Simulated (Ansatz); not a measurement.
The start is a generated cell, Pb placed in the AFLOW prototype A_cI16_206_c (as in Si). Cell shape, volume and atoms are optimised at zero target pressure with PBE (plane waves to 420 eV, PAW, scalar-relativistic; Ansatz, a quantum-chemistry and plane-wave program). First-step values are on the input's coarse k-mesh.

Ansatz input (later rounds restart from its end on a renewed k-mesh):
Ansatz 0.2 input:
```yaml
crystal:
  lattice:
    - [-4.0800729, 4.0800729, 4.0800729]
    - [4.0800729, -4.0800729, 4.0800729]
    - [4.0800729, 4.0800729, -4.0800729]
  atoms:
    - { symbol: Pb, position: [0.2998, 0.2998, 0.2998] }
    - { symbol: Pb, position: [0.5, 0, 0.2002] }
    - { symbol: Pb, position: [0, 0.2002, 0.5] }
    - { symbol: Pb, position: [0.2002, 0.5, 0] }
    - { symbol: Pb, position: [0.7002, 0.7002, 0.7002] }
    - { symbol: Pb, position: [0.5, 0, 0.7998] }
    - { symbol: Pb, position: [0, 0.7998, 0.5] }
    - { symbol: Pb, position: [0.7998, 0.5, 0] }
basis: { ecutwfc: 420, ecutrho_ratio: 4, xc_grid: 2, fft_grid_basis: typed }
kpoints: { mp_grid: { grid: [6, 6, 6] } }
hamiltonian:
  xc: pbe
  dispersion: none
  pseudopotentials: { azcp: { folder: ./paw }, kind: paw }
scf: { occupations: { method: fermi_dirac, width: 0.05 } }
relax: { f_tol: 0.01, max_steps: 100, cell: { stress_tol: 0.02 } }
output: { forces: true, stress: true }
```

Question: How large is the pressure on the unrelaxed cell, and of which sign?

Answer: +7.0 GPa (positive: the cell is compressed).

Question: What is the largest force in the starting geometry, and on which atom (counted from 1)?

Answer: 0.98 eV/Å, on Pb1, Pb2, Pb3, Pb4, Pb5, Pb6, Pb7, Pb8 (atoms numbered as listed).

Question: How much energy is released per atom?

Answer: 0.13 eV/atom.

Question: How does the volume per atom move from start to end?

Answer: +16.0 %, from 33.96 to 39.41 Å³/atom.

Question: How do the shortest distances between atoms change?

Answer: The closest pairs of elements (up to four, under 3.6 Å), start → end: Pb–Pb 2.83 → 3.07 Å.

Question: Is the relaxed structure metallic? Give its gap.

Answer: No gap (metallic).

Question: Write out the relaxed structure.

Answer: 
Space group Ia-3 (No. 206); a = b = c = 8.575 Å, α = β = γ = 90.00°

```
atom  site  symmetry       x       y       z
----  ----  --------  ------  ------  ------
Pb     16c       .3.  0.1445  0.1445  0.1445
```
(The calculation used a cell of 8 atoms; values per cell refer to that cell.)

The space group stays Ia-3 (No. 206) (the run could not lower it); the end is AFLOW prototype A_cI16_206_c (as in Si), with 8 atoms in the primitive cell. Final values are on a 8×8×8 k-mesh of the relaxed cell. No spin polarisation in the result.

The run could not lose the symmetry of its start: the end is stationary, and may be a saddle point rather than a minimum.

The relaxed structure here is a generated cell of Pb: the first start was made by placing the elements on the sites of a structure type, and the end was not matched to a known phase here, so it may be hypothetical. Known forms of Pb include space group No. 225.
